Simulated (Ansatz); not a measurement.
Ansatz (a quantum-chemistry and plane-wave program) input:

Ansatz 0.2 input:
```yaml
crystal:
  lattice:
    - [3.1518158208, 0.0, 0.0]
    - [-1.5759079104, 2.7295525688, 0.0]
    - [0.0, 0.0, 5.1383528563]
  atoms:
    - { symbol: Ga, position: [0.6666666667, 0.3333333333, 0.000818877] }
    - { symbol: Ga, position: [0.3333333333, 0.6666666667, 0.500818877] }
    - { symbol: N, position: [0.6666666667, 0.3333333333, 0.624381123] }
    - { symbol: N, position: [0.3333333333, 0.6666666667, 0.124381123] }
kpoints:
  mp_grid: { grid: [8, 8, 6] }
hamiltonian:
  xc: lda
  pseudopotentials: { kind: paw }
scf:
  occupations: { method: fixed }
phonons:
  method: dfpt
  response_accuracy: low
  qmesh: [4, 4, 2]
  interpolated_qmesh: [20, 20, 11]
  dielectric: true
  rigid_motions: translations
  temperatures: { t_max: 1000, t_step: 50 }
  qpath:
    path:
      - [[0.0, 0.0, 0.0], [0.5, 0.0, 0.0], [0.3333333333, 0.3333333333, 0.0], [0.0, 0.0, 0.0], [0.0, 0.0, 0.5], [0.5, 0.0, 0.5], [0.3333333333, 0.3333333333, 0.5], [0.0, 0.0, 0.5]]  # Γ-M-K-Γ-A-L-H-A
      - [[0.5, 0.0, 0.5], [0.5, 0.0, 0.0]]  # L-M
      - [[0.3333333333, 0.3333333333, 0.5], [0.3333333333, 0.3333333333, 0.0]]  # H-K
    npoints: 9
```

Output (shortened):

```
WARN phonons: the dynamical matrix that this run interpolates holds no multipole term above the dipole-dipole one, and a site of this crystal is no centre of …
Pseudopotential: Ga, paw, valence charge 13
Pseudopotential: N, paw, valence charge 5
Functional definition: SPW92
Crystal: 4 atoms, lattice volume = 44.205 Å³
Basis set: ecut = 420 eV, 845 PW (Γ), exchange–correlation on 48×48×72 points (8 copies of the dense FFT grid, shifted against one another)
Bands: 22, of which v1, the nominal top of the filled ones, is band 18 counted from 1 (17 counted from 0)
Symmetry: 12 space group operations
k-points: 114 of 384 (irreducible under 2 space group operations, time reversal used)
SCF 1 converged in 9 iterations: F = -8164.188997 eV  dr2 = 1.67e-12
── the response to a field inside a basis, on 12×12×8 k-points: an SCF that follows is theirs, and a resumed run solves both again ──
Crystal: 4 atoms, lattice volume = 44.205 Å³
Bands: 19, of which v1, the nominal top of the filled ones, is band 18 counted from 1 (17 counted from 0)
k-points: 168 of 1152 (irreducible under 4 space group operations, time reversal used)
SCF 1 converged in 4 iterations: F = -8164.192292 eV  dr2 = 4.48e-8
WARN: field response: ε∞ stands inside a basis, on 12×12×8 points …
SCF converged after 9 iterations
Free energy (F): -8164.188997 eV
Harris-Foulkes:  -8164.188997 eV  (|F-HF|=0.00e0)
Internal energy: -8164.188997 eV  (E = F + TS)
E sigma→0 (E₀):  -8164.188997 eV
Fermi energy:    9.839637 eV
--- Per-component energies (eV) ---
  E_band       = -8.929847
  E_kinetic    = 496.117366
  E_local      = -3859.072614  (includes V_loc(G=0)·N_el)
  E_nonlocal   = 955.471280
  E_hartree    = 1774.934454
  E_xc         = -256.474862
  E_vxc        = -269.440096  (∫ρ·V_xc dr)
  E_paw        = -4070.217028  (= ΣΔE_a)
  E_vpaw       = -881.874742  (= ΣTr[D̂ρ^β])
  E_aug_tail   = 0.000032  (compensation charges beyond the density's cutoff)
  E_ewald      = -3208.564673
  E_core_change = 3.617048  (= ΣΔE_core)
  E_smearing   =  0.000000  (= −TS)
  E_closure    = 0.000000  (closes the sum)
  Σ components = -8164.188997   (vs F -8164.188997, Δ=0.00e0)
--- Band table (eV; the first three rows and the last of 114) ---
  k-point 0: bands = ["-6.3058", "-5.3454", "-3.7868", "-3.7699", "-3.7699", "-3.7036", "-3.7036", "-3.4937", "-3.4937", "-3.3863", "-3.3863", "-2.0133", "2.4787", "8.7550", "8.7550", "9.7871", "9.8396", "9.8396", "11.9683", "14.2114", "19.0530", "19.7453"]
  k-point 1: bands = ["-6.2195", "-5.3755", "-3.7685", "-3.7685", "-3.7648", "-3.7107", "-3.7107", "-3.4838", "-3.4838", "-3.3910", "-3.3910", "-2.3378", "3.0347", "8.8245", "8.8245", "8.9940", "9.7633", "9.7633", "12.6176", "14.2680", "18.8593", "19.7784"]
  k-point 2: bands = ["-5.9892", "-5.4860", "-3.7619", "-3.7619", "-3.7283", "-3.7283", "-3.6704", "-3.4589", "-3.4589", "-3.4057", "-3.4057", "-2.9457", "4.3320", "7.5326", "9.0159", "9.0159", "9.5584", "9.5584", "13.5952", "14.3652", "18.4526", "18.8617"]
  k-point 113: bands = ["-5.2005", "-5.2005", "-3.6647", "-3.6647", "-3.6128", "-3.6128", "-3.5139", "-3.5139", "-3.4098", "-3.4098", "-1.9049", "-1.9049", "3.7047", "3.7047", "6.2714", "6.2714", "8.1022", "8.1022", "15.7130", "15.7130", "17.8745", "17.8745"]
--- Phonons (Γ-DFPT): 4 representative perturbations + reference, on 114 of 384 k-points (Σ response iterations 12) ---
  ASR residual: 2.209e-4 → 0.000e0 eV/Å²; symmetrization residual: 2.483e-4 eV/Å²
  ASR residual per site (eV/Å²): 2.21e-4 2.21e-4 3.19e-5 3.19e-5
  Γ frequencies (cm⁻¹): 0.00 0.00 0.00 139.82 139.82 335.85 538.36 560.81 560.81 569.84 569.84 698.05
  ε∞ (high-frequency dielectric tensor):
        5.628305     0.000000     0.000000
        0.000000     5.628305     0.000000
        0.000000     0.000000     5.802266
  ε⁰ (static dielectric tensor: ions relaxed, cell fixed):
        9.691214     0.000000     0.000000
        0.000000     9.691214     0.000000
        0.000000     0.000000    10.689330
  ε⁰ − ε∞ (ionic part):
        4.062909     0.000000     0.000000
        0.000000     4.062909     0.000000
        0.000000     0.000000     4.887064
  softest optical mode at Γ: 139.82 cm⁻¹; the repairs (sum rule, projections) moved no ω² at Γ by more than (7.66 cm⁻¹)²
  Born effective charges Z* (e; rows j = field, columns β = displacement):
    site 0:
         2.58740    0.00000    0.00000
         0.00000    2.58740    0.00000
         0.00000    0.00000    2.72415
    site 1:
         2.58740    0.00000    0.00000
         0.00000    2.58740    0.00000
         0.00000    0.00000    2.72415
    site 2:
        -2.58740    0.00000    0.00000
         0.00000   -2.58740    0.00000
         0.00000    0.00000   -2.72415
    site 3:
        -2.58740    0.00000    0.00000
         0.00000   -2.58740    0.00000
         0.00000    0.00000   -2.72415
  Z* charge neutrality: 2.971e-3 e pre-enforcement
  solved inside a basis spanned on kpoints, on 12×12×8 k-points, its susceptibility summed on 18×18×10 …
  optical modes at Γ without the LO–TO term, one row a degenerate level:
      ω (cm⁻¹)  modes    IR ((D/Å)²/amu)
        139.82      2             0.0000
        335.85      1             0.0000
        538.36      1            29.3571
        560.81      2            52.9675
        569.84      2             0.0000
        698.05      1             0.0000
  optical modes at Γ + LO–TO along q̂ = [1.0000, 0.0000, 0.0000]:
      ω (cm⁻¹)  modes    IR ((D/Å)²/amu)
        139.82      2             0.0000
        335.85      1             0.0000
        538.36      1            29.3571
        560.81      1            26.4837
        569.84      2             0.0000
        698.05      1             0.0000
        735.89      1            26.4837
  optical modes at Γ + LO–TO along q̂ = [0.0000, 1.0000, 0.0000]:
      ω (cm⁻¹)  modes    IR ((D/Å)²/amu)
        139.82      2             0.0000
        335.85      1             0.0000
        538.36      1            29.3571
        560.81      1            26.4837
        569.84      2             0.0000
        698.05      1             0.0000
        735.89      1            26.4837
  optical modes at Γ + LO–TO along q̂ = [0.0000, 0.0000, 1.0000]:
      ω (cm⁻¹)  modes    IR ((D/Å)²/amu)
        139.82      2             0.0000
        335.85      1             0.0000
        560.81      2            52.9675
        569.84      2             0.0000
        698.05      1             0.0000
        730.72      1            29.3571
  non-analytic LO–TO correction: the dipole-dipole term of the run's Born effective charges and high-frequency dielectric tensor (where they are solved with …
--- Phonons (arbitrary-q DFPT): 8 irreducible q on the 4×4×2 mesh ---
  q = [0.0000, 0.0000, 0.0000] (star 1, of the zone-centre solve; hermiticity 1.19e-5, symmetrization 6.81e-6):  0.00 0.00 0.00 139.82 139.82 335.85 538.36 560.81 560.81 569.84 569.84 698.05
  q = [0.0000, 0.0000, -0.5000] (star 1, 4 solved perturbations in 328 linear systems a pass and spin channel, the states on 114 of 384 k-point pairs; hermiticity 1.01e-5, symmetrization 5.39e-6): 106.73 106.73 106.73 106.73 237.81 237.81 564.40 564.40 564.40 …
  q = [0.0000, 0.2500, 0.0000] (star 6, 12 solved perturbations on 216 of 384 k-point pairs; hermiticity 2.06e-6, symmetrization 6.29e-7): 105.53 114.88 174.50 211.55 233.24 305.01 558.34 570.83 595.83 638.15 685.90 721.34
  q = [0.0000, 0.2500, -0.5000] (star 6, 12 solved perturbations on 216 of 384 k-point pairs; hermiticity 1.79e-6, symmetrization 5.84e-7): 150.54 150.54 173.40 173.40 272.82 272.82 583.73 583.73 607.23 607.23 704.88 704.88
  q = [0.0000, -0.5000, 0.0000] (star 3, 6 solved perturbations on 114 of 384 k-point pairs; hermiticity 1.82e-6, symmetrization 5.36e-14): 136.72 184.19 194.71 237.16 306.74 318.00 580.54 592.87 612.91 645.75 679.46 698.89
  q = [0.0000, -0.5000, -0.5000] (star 3, 6 solved perturbations on 114 of 384 k-point pairs; hermiticity 9.79e-6, symmetrization 1.55e-6): 169.45 169.45 173.84 173.84 341.19 341.19 598.26 598.26 609.30 609.30 691.66 691.66
  q = [0.2500, 0.2500, 0.0000] (star 6, 4 solved perturbations in 1168 linear systems a pass and spin channel, the states on 384 of 384 k-point pairs; hermiticity 1.20e-6, symmetrization 7.13e-12): 178.94 190.01 231.96 237.51 274.15 297.28 592.25 618.77 …
  q = [0.2500, 0.2500, -0.5000] (star 6, 4 solved perturbations in 1168 linear systems a pass and spin channel, the states on 384 of 384 k-point pairs; hermiticity 6.18e-6, symmetrization 7.35e-7): 160.91 160.91 218.65 218.65 317.74 317.74 588.39 588.39 …
  sum rule: each row above includes the acoustic sum rule's correction from the zone centre's row sums; it moved no ω² by more than (0.93 cm⁻¹)²
  mesh force constants: q→R imaginary residual 2.97e-18; ASR residual 2.209e-4 → 0.000e0 eV/Å²; symmetrization residual 1.776e-14 eV/Å²
  interpolated dispersion: 85 rows × 12 modes
  density of states and harmonic sums: on the 20×20×11 q-mesh, interpolated from the force constants of a 4×4×2 supercell (with the dipole–dipole term)
  largest difference from the sums on the solved wave vectors: F 1.85e-2 eV, S 2.67e-5 and C_V 7.92e-6 eV/K
  zero-point energy: 0.314794 eV/cell   skipped modes (ω ≤ 0): 3   left out of the sums: 5.68e-5 of the cell's modes …
```

Cost: roughly 16 core-minutes on shared cores.

Space group P6_3mc (wurtzite). The LDA relaxation kept the symmetry of its start. Spin–orbit coupling is left out wherever it is not named.

Potentials: the later of the program's two PAW sets.

Ansatz is a plane-wave DFT program.
